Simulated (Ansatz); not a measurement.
### Question
Each is relaxed and computed with the program Ansatz at the r²SCAN level (PAW). Which is the only one with a gap?
A) Cr2C, P-3m1 (Cr on 2d, C on 1b)
B) LaAl2Ge2, P-3m1 (Ge on 2d, Al on 2d, La on 1a)
C) Y2CI2, P-3m1 (Y on 2d, C on 1a, I on 2d)
D) YC2, MoSi2 or CaC2 type

### Answer
C, Y2CI2, P-3m1 (Y on 2d, C on 1a, I on 2d). Y2CI2: gap 0.85 eV (indirect); YC2: metal; Cr2C: metal; LaAl2Ge2: metal. Standing as an ambient phase not checked: Y2CI2, P-3m1 (Y on 2d, C on 1a, I on 2d); YC2, MoSi2 or CaC2 type; Cr2C, P-3m1 (Cr on 2d, C on 1b); LaAl2Ge2, P-3m1 (Ge on 2d, Al on 2d, La on 1a). Weakly bound layers, chains or molecules computed without a dispersion correction, so cells and soft constants are ill determined: Y2CI2, P-3m1 (Y on 2d, C on 1a, I on 2d). All cells were relaxed under the symmetry of their starts (and spin orders); stability against distortions was not tested throughout. Rows with no word on spin ran without spin polarisation. Scalar-relativistic: spin–orbit coupling is off unless named, which matters more the heavier the elements.

Potentials: the later of the program's two PAW sets.
